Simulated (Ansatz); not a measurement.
## Two inputs for TiO2 with Al replacing Ti

This input was run with Ansatz:

```yaml
crystal:
  lattice:
    - [4.5922, 4.5922, 0.0]
    - [-4.5922, 4.5922, 0.0]
    - [0.0, 0.0, 8.8722]
  atoms:
    - { symbol: Al, position: [0.0, 0.0, 0.0], spin: 1.0 }
    - { symbol: Ti, position: [0.0, 0.0, 0.3333333333] }
    - { symbol: Ti, position: [0.0, 0.0, 0.6666666667] }
    - { symbol: Ti, position: [0.5, 0.5, 0.0] }
    - { symbol: Ti, position: [0.5, 0.5, 0.3333333333] }
    - { symbol: Ti, position: [0.5, 0.5, 0.6666666667] }
    - { symbol: Ti, position: [0.5, 0.0, 0.1666666667] }
    - { symbol: Ti, position: [0.5, 0.0, 0.5] }
    - { symbol: Ti, position: [0.5, 0.0, 0.8333333333] }
    - { symbol: Ti, position: [0.0, 0.5, 0.1666666667] }
    - { symbol: Ti, position: [0.0, 0.5, 0.5] }
    - { symbol: Ti, position: [0.0, 0.5, 0.8333333333] }
    - { symbol: O, position: [0.30496, 0.0, 0.0] }
    - { symbol: O, position: [0.30496, 0.0, 0.3333333333] }
    - { symbol: O, position: [0.30496, 0.0, 0.6666666667] }
    - { symbol: O, position: [0.80496, 0.5, 0.0] }
    - { symbol: O, position: [0.80496, 0.5, 0.3333333333] }
    - { symbol: O, position: [0.80496, 0.5, 0.6666666667] }
    - { symbol: O, position: [0.5, 0.30496, 0.1666666667] }
    - { symbol: O, position: [0.5, 0.30496, 0.5] }
    - { symbol: O, position: [0.5, 0.30496, 0.8333333333] }
    - { symbol: O, position: [0.0, 0.80496, 0.1666666667] }
    - { symbol: O, position: [0.0, 0.80496, 0.5] }
    - { symbol: O, position: [0.0, 0.80496, 0.8333333333] }
    - { symbol: O, position: [0.69504, 0.0, 0.0] }
    - { symbol: O, position: [0.69504, 0.0, 0.3333333333] }
    - { symbol: O, position: [0.69504, 0.0, 0.6666666667] }
    - { symbol: O, position: [0.19504, 0.5, 0.0] }
    - { symbol: O, position: [0.19504, 0.5, 0.3333333333] }
    - { symbol: O, position: [0.19504, 0.5, 0.6666666667] }
    - { symbol: O, position: [0.5, 0.69504, 0.1666666667] }
    - { symbol: O, position: [0.5, 0.69504, 0.5] }
    - { symbol: O, position: [0.5, 0.69504, 0.8333333333] }
    - { symbol: O, position: [0.0, 0.19504, 0.1666666667] }
    - { symbol: O, position: [0.0, 0.19504, 0.5] }
    - { symbol: O, position: [0.0, 0.19504, 0.8333333333] }
magnetization:
  spin_polarized: true
kpoints:
  mp_grid: { grid: [3, 3, 2] }
scf:
  occupations: { method: fermi_dirac, width: 0.01 }
hamiltonian:
  xc: pbe
  pseudopotentials: { kind: paw }
output:
  forces: true
  stress: true
  populations: true
  efg:
    quadrupole_moments_barn: { Al: 0.1466, Ti: 0.247, O: -0.02558 }
    contact_densities: true
basis:
  ecutwfc: "250 eV"
```

```sh
ansatz run input.yaml --threads 4 --pin off --max-ram 8192MiB --backend cpu --events-out ev --progress --plain --runs-dir out
```

It converged. Of its output the block on the nuclei alone is shown, without the SCF iterations, energies, forces and stress (one atom of each set, the first 14 sets):

```
--- PAW observables at the nuclei: V_zz in 10²¹ V/m², potentials from the cell's mean, atoms counted from 1 ---
  atom   1  Al V_zz =    +0.708289   η = 0.8129   by run symmetry: allowed   C_q = +2.5107 MHz
            electrostatic potential = -1230.132212 V   contact ρ = 10078.015724 e/Å³   contact ρ_s (e/Å³): all electrons -0.000012, valence -0.000012
  atom   2  Ti V_zz =    -2.662716   η = 0.2918   by run symmetry: allowed   C_q = -15.9029 MHz
            electrostatic potential = -2524.757146 V   contact ρ = 56792.482768 e/Å³   contact ρ_s (e/Å³): all electrons -0.000004, valence -0.000006
  atom   4  Ti V_zz =    -1.998395   η = 0.3041   by run symmetry: allowed   C_q = -11.9353 MHz
            electrostatic potential = -2524.548781 V   contact ρ = 56792.219390 e/Å³   contact ρ_s (e/Å³): all electrons -0.000003, valence -0.000006
  atom   5  Ti V_zz =    -2.053381   η = 0.2942   by run symmetry: allowed   C_q = -12.2637 MHz
            electrostatic potential = -2524.537115 V   contact ρ = 56792.219196 e/Å³   contact ρ_s (e/Å³): all electrons -0.000002, valence -0.000003
  atom   7  Ti V_zz =    -2.328609   η = 0.6387   by run symmetry: allowed   C_q = -13.9075 MHz
            electrostatic potential = -2524.712949 V   contact ρ = 56792.214749 e/Å³   contact ρ_s (e/Å³): all electrons -0.000004, valence -0.000006
  atom   8  Ti V_zz =    -2.268194   η = 0.4310   by run symmetry: allowed   C_q = -13.5466 MHz
            electrostatic potential = -2524.593343 V   contact ρ = 56792.216163 e/Å³   contact ρ_s (e/Å³): all electrons -0.000000, valence -0.000001
  atom  10  Ti V_zz =    -1.313867   η = 0.9582   by run symmetry: allowed   C_q = -7.8470 MHz
            electrostatic potential = -2524.730344 V   contact ρ = 56792.395144 e/Å³   contact ρ_s (e/Å³): all electrons -0.000005, valence -0.000010
  atom  11  Ti V_zz =    -2.032021   η = 0.2049   by run symmetry: allowed   C_q = -12.1361 MHz
            electrostatic potential = -2524.571320 V   contact ρ = 56792.225532 e/Å³   contact ρ_s (e/Å³): all electrons -0.000000, valence -0.000001
  atom  13  O  V_zz =    +1.740440   η = 0.1881   by run symmetry: allowed   C_q = -1.0765 MHz
            electrostatic potential = -621.797881 V   contact ρ = 2158.211567 e/Å³   contact ρ_s (e/Å³): all electrons +0.000010, valence +0.000028
  atom  14  O  V_zz =    +1.515576   η = 0.1992   by run symmetry: allowed   C_q = -0.9374 MHz
            electrostatic potential = -621.596957 V   contact ρ = 2158.297425 e/Å³   contact ρ_s (e/Å³): all electrons +0.000001, valence +0.000005
  atom  16  O  V_zz =    +1.387365   η = 0.0456   by run symmetry: allowed   C_q = -0.8581 MHz
            electrostatic potential = -621.527041 V   contact ρ = 2158.384212 e/Å³   contact ρ_s (e/Å³): all electrons +0.000012, valence +0.000028
  atom  17  O  V_zz =    +1.678526   η = 0.4930   by run symmetry: allowed   C_q = -1.0382 MHz
            electrostatic potential = -621.536361 V   contact ρ = 2158.278662 e/Å³   contact ρ_s (e/Å³): all electrons +0.000002, valence +0.000006
  atom  19  O  V_zz =    +1.554492   η = 0.3102   by run symmetry: allowed   C_q = -0.9615 MHz
            electrostatic potential = -621.518075 V   contact ρ = 2158.323563 e/Å³   contact ρ_s (e/Å³): all electrons +0.000005, valence +0.000014
  atom  20  O  V_zz =    +1.684177   η = 0.5499   by run symmetry: allowed   C_q = -1.0417 MHz
            electrostatic potential = -621.493242 V   contact ρ = 2158.265952 e/Å³   contact ρ_s (e/Å³): all electrons -0.000001, valence -0.000001
```

Question: Can these gradients be trusted, and how do they compare with a run on standard settings?

Answer: Not as converged values. Against the standard input the change is `basis.ecutwfc`: not typed → 250 eV. A site carries the number of its first atom; V_zz in 10²¹ V/m².

| site | V_zz standard | η standard | V_zz here | η here |
| --- | --- | --- | --- | --- |
| Al | 0.71 | 0.89 | 0.71 | 0.81 |
| Ti4 | -2.19 | 0.25 | -2.00 | 0.30 |
| Ti7 | -2.57 | 0.59 | -2.33 | 0.64 |
| Ti10 | 1.48 | 0.96 | -1.31 | 0.96 |
| O13 | 2.29 | 0.08 | 1.74 | 0.19 |
| O14 | 1.91 | 0.25 | 1.52 | 0.20 |
| O16 | 1.76 | 0.06 | 1.39 | 0.05 |
| O17 | 2.07 | 0.51 | 1.68 | 0.49 |
| O19 | 1.94 | 0.35 | 1.55 | 0.31 |
| O20 | 2.09 | 0.56 | 1.68 | 0.55 |
| O22 | 1.25 | 0.09 | 0.93 | 0.20 |
| O23 | 2.12 | 0.36 | 1.72 | 0.35 |

The largest change of V_zz along a kept axis is on O13, from 2.29 to 1.74. In per cent, |V_zz| changes by -10 to -9 on Ti, -24 to -19 on O (all sites that start above 2). On O22 V_xx and V_yy change places (or their axes turn by over 50°), so the two values of η hide a larger change. On Ti10 the largest principal value lies along another axis in the second run, so the two V_zz can't be compared directly. The table leaves out 4 of the 16 sites, with |V_zz| up to 2.94; their tensors move by 0.28 at most along any direction. The statements above cover all sites. Its pressure is -5 GPa, against 4 GPa in the reference run. SCF iterations: 24 and 20. New warnings: cutoff below recommended. In the changed run the cutoff of 250 eV lies below the one recommended for these PAW files, so its values aren't converged ones.

On the reference run: The defect repeats with the cell of 36 atoms, so it feels its images: sites between two images don't show the values beside a lone defect, and zeros or small values of η there can come from the images' arrangement. O and Ti carry a gradient in the pure host already, so the values there aren't the defect's effect alone. The defect cell has no gap above 0.1 eV on its mesh, so the values can hang on the smearing and the k-mesh. The start moments die out, and the run ends without spin. The neighbours have not yet relaxed around the defect (largest force 0.91 eV/Å), so a real crystal will differ.
